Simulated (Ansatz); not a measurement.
A relaxation computed with Ansatz, from input to last step.

```yaml
crystal:
  lattice:
    - [4.4701099585, 0.0, 0.0]
    - [0.0, 4.4701099585, 0.0]
    - [0.0, 0.0, 6.8205009412]
  atoms:
    - { symbol: Re, position: [0.0, 0.5, 0.7], spin: 4.08 }
    - { symbol: Re, position: [0.5, 0.0, 0.3], spin: 4.08 }
    - { symbol: Br, position: [0.0, 0.0, 0.0], spin: 0.21 }
    - { symbol: Br, position: [0.5, 0.5, 0.0], spin: 0.21 }
    - { symbol: Br, position: [0.0, 0.5, 0.27], spin: 0.2 }
    - { symbol: Br, position: [0.5, 0.0, 0.73], spin: 0.2 }
basis:
  ecutwfc: 420
kpoints:
  mp_grid: { grid: [4, 4, 4] }
hamiltonian:
  xc: pbe
scf:
  occupations: { method: gaussian, width: 0.1 }
  lower_state_search: "off"
output:
  forces: true
  stress: true
  eigenvalues: true
  populations: true
magnetization:
  spin_polarized: true
relax:
  adjacent_minimum: "off"
  f_tol: 0.04
  max_steps: 70
  cell: { stress_tol: 0.4 }
```

```bash
ansatz run input.yaml --threads 1 --pin off --max-ram 2560MiB --backend cpu --events-out ev --progress --plain --runs-dir out
```

Level of theory: DFT PBE, scalar-relativistic, plane waves, PAW in Ansatz.

Of 13 frames 10 are shown, positions in Å and forces in eV/Å; the SCF threshold varies from step to step. Steps run on the plane waves of an earlier cell, with a Pulay correction in the pressure. The basis is chosen afresh for the last frame, the zero of the energies, and at times for earlier ones too; energy and pressure step there, also at an unchanged geometry. Here that happened at step 10 (-9 meV/atom, 0.5 GPa); the frames before carry an error of that size. The end is built of layers, and without a dispersion correction their distances are poorly fixed.

```xyz
6
Lattice="4.4701 0.0000 0.0000 0.0000 4.4701 0.0000 0.0000 0.0000 6.8205" Properties=species:S:1:pos:R:3:forces:R:3 pbc="T T T" step=1 free_energy_over_end_meV_per_atom=820.30 pressure_GPa=9.42
Re    0.0000    2.2351    4.7744    0.0000    0.0000    0.2750
Re    2.2351    0.0000    2.0461    0.0000    0.0000   -0.2750
Br    0.0000    0.0000    0.0000    0.0000    0.0000    0.0000
Br    2.2351    2.2351    0.0000    0.0000    0.0000    0.0000
Br    0.0000    2.2351    1.8415    0.0000    0.0000    4.2018
Br    2.2351    0.0000    4.9790    0.0000    0.0000   -4.2018
6
Lattice="4.5487 0.0000 0.0000 0.0000 4.5487 0.0000 0.0000 0.0000 6.8588" Properties=species:S:1:pos:R:3:forces:R:3 pbc="T T T" step=2 free_energy_over_end_meV_per_atom=521.68 pressure_GPa=5.25
Re    0.0000    2.2744    4.8281    0.0000    0.0000    0.3222
Re    2.2744    0.0000    2.0307    0.0000    0.0000   -0.3222
Br    0.0000    0.0000    0.0000    0.0000    0.0000    0.0000
Br    2.2744    2.2744    0.0000    0.0000    0.0000    0.0000
Br    0.0000    2.2744    2.0527    0.0000    0.0000    3.1461
Br    2.2744    0.0000    4.8061    0.0000    0.0000   -3.1461
6
Lattice="4.7401 0.0000 0.0000 0.0000 4.7401 0.0000 0.0000 0.0000 6.7417" Properties=species:S:1:pos:R:3:forces:R:3 pbc="T T T" step=4 free_energy_over_end_meV_per_atom=150.24 pressure_GPa=3.28
Re    0.0000    2.3700    4.8976    0.0000    0.0000    0.7884
Re    2.3700    0.0000    1.8440    0.0000    0.0000   -0.7884
Br    0.0000    0.0000    0.0000    0.0000    0.0000    0.0000
Br    2.3700    2.3700    0.0000    0.0000    0.0000    0.0000
Br    0.0000    2.3700    2.4080    0.0000    0.0000    0.8197
Br    2.3700    0.0000    4.3337    0.0000    0.0000   -0.8197
6
Lattice="4.8562 0.0000 0.0000 0.0000 4.8562 0.0000 0.0000 0.0000 6.7579" Properties=species:S:1:pos:R:3:forces:R:3 pbc="T T T" step=5 free_energy_over_end_meV_per_atom=65.90 pressure_GPa=1.29
Re    0.0000    2.4281    5.1029    0.0000    0.0000   -0.0906
Re    2.4281    0.0000    1.6550    0.0000    0.0000    0.0906
Br    0.0000    0.0000    0.0000    0.0000    0.0000    0.0000
Br    2.4281    2.4281    0.0000    0.0000    0.0000    0.0000
Br    0.0000    2.4281    2.5586    0.0000    0.0000    0.7878
Br    2.4281    0.0000    4.1994    0.0000    0.0000   -0.7878
6
Lattice="5.0797 0.0000 0.0000 0.0000 5.0797 0.0000 0.0000 0.0000 6.8325" Properties=species:S:1:pos:R:3:forces:R:3 pbc="T T T" step=6 free_energy_over_end_meV_per_atom=40.32 pressure_GPa=-1.62
Re    0.0000    2.5398    5.1854    0.0000    0.0000    0.0847
Re    2.5398    0.0000    1.6471    0.0000    0.0000   -0.0847
Br    0.0000    0.0000    0.0000    0.0000    0.0000    0.0000
Br    2.5398    2.5398    0.0000    0.0000    0.0000    0.0000
Br    0.0000    2.5398    2.6805    0.0000    0.0000    0.6286
Br    2.5398    0.0000    4.1521    0.0000    0.0000   -0.6286
6
Lattice="5.1664 0.0000 0.0000 0.0000 5.1664 0.0000 0.0000 0.0000 6.6902" Properties=species:S:1:pos:R:3:forces:R:3 pbc="T T T" step=8 free_energy_over_end_meV_per_atom=11.75 pressure_GPa=-0.14
Re    0.0000    2.5832    5.3160    0.0000    0.0000   -0.1051
Re    2.5832    0.0000    1.3742    0.0000    0.0000    0.1051
Br    0.0000    0.0000    0.0000    0.0000    0.0000    0.0000
Br    2.5832    2.5832    0.0000    0.0000    0.0000    0.0000
Br    0.0000    2.5832    2.8675    0.0000    0.0000    0.0959
Br    2.5832    0.0000    3.8227    0.0000    0.0000   -0.0959
6
Lattice="5.1622 0.0000 0.0000 0.0000 5.1622 0.0000 0.0000 0.0000 6.7042" Properties=species:S:1:pos:R:3:forces:R:3 pbc="T T T" step=9 free_energy_over_end_meV_per_atom=11.54 pressure_GPa=-0.01
Re    0.0000    2.5811    5.3182    0.0000    0.0000   -0.0007
Re    2.5811    0.0000    1.3859    0.0000    0.0000    0.0007
Br    0.0000    0.0000    0.0000    0.0000    0.0000    0.0000
Br    2.5811    2.5811    0.0000    0.0000    0.0000    0.0000
Br    0.0000    2.5811    2.8795    0.0000    0.0000    0.0064
Br    2.5811    0.0000    3.8247    0.0000    0.0000   -0.0064
6
Lattice="5.1622 0.0000 0.0000 0.0000 5.1622 0.0000 0.0000 0.0000 6.7042" Properties=species:S:1:pos:R:3:forces:R:3 pbc="T T T" step=10 free_energy_over_end_meV_per_atom=2.99 pressure_GPa=0.51
Re    0.0000    2.5811    5.3182    0.0000    0.0000   -0.0035
Re    2.5811    0.0000    1.3859    0.0000    0.0000    0.0035
Br    0.0000    0.0000    0.0000    0.0000    0.0000    0.0000
Br    2.5811    2.5811    0.0000    0.0000    0.0000    0.0000
Br    0.0000    2.5811    2.8795    0.0000    0.0000    0.0077
Br    2.5811    0.0000    3.8247    0.0000    0.0000   -0.0077
6
Lattice="5.2699 0.0000 0.0000 0.0000 5.2699 0.0000 0.0000 0.0000 6.6398" Properties=species:S:1:pos:R:3:forces:R:3 pbc="T T T" step=12 free_energy_over_end_meV_per_atom=0.16 pressure_GPa=0.05
Re    0.0000    2.6350    5.3374    0.0000    0.0000   -0.0042
Re    2.6350    0.0000    1.3023    0.0000    0.0000    0.0042
Br    0.0000    0.0000    0.0000    0.0000    0.0000    0.0000
Br    2.6350    2.6350    0.0000    0.0000    0.0000    0.0000
Br    0.0000    2.6350    2.9064    0.0000    0.0000    0.0111
Br    2.6350    0.0000    3.7334    0.0000    0.0000   -0.0111
6
Lattice="5.2699 0.0000 0.0000 0.0000 5.2699 0.0000 0.0000 0.0000 6.6398" Properties=species:S:1:pos:R:3:forces:R:3 pbc="T T T" step=13 free_energy_over_end_meV_per_atom=0.00 pressure_GPa=0.05
Re    0.0000    2.6350    5.3374    0.0000    0.0000   -0.0044
Re    2.6350    0.0000    1.3023    0.0000    0.0000    0.0044
Br    0.0000    0.0000    0.0000    0.0000    0.0000    0.0000
Br    2.6350    2.6350    0.0000    0.0000    0.0000    0.0000
Br    0.0000    2.6350    2.9064    0.0000    0.0000    0.0112
Br    2.6350    0.0000    3.7334    0.0000    0.0000   -0.0112
```

The start puts this composition into another compound's structure type, which needn't suit it. The cell swells from 22.7 to 30.7 Å³ an atom, so the end can be far from any stable crystal. At the end the space group is P4/nmm (tolerance 0.05 Å).

Time: 3.6 min on 1 thread of Arm Neoverse V1, with other jobs on the host, peak memory 0.53 GiB.

The k mesh is coarse. Spin-orbit coupling is left out, which matters for the bands of heavy elements.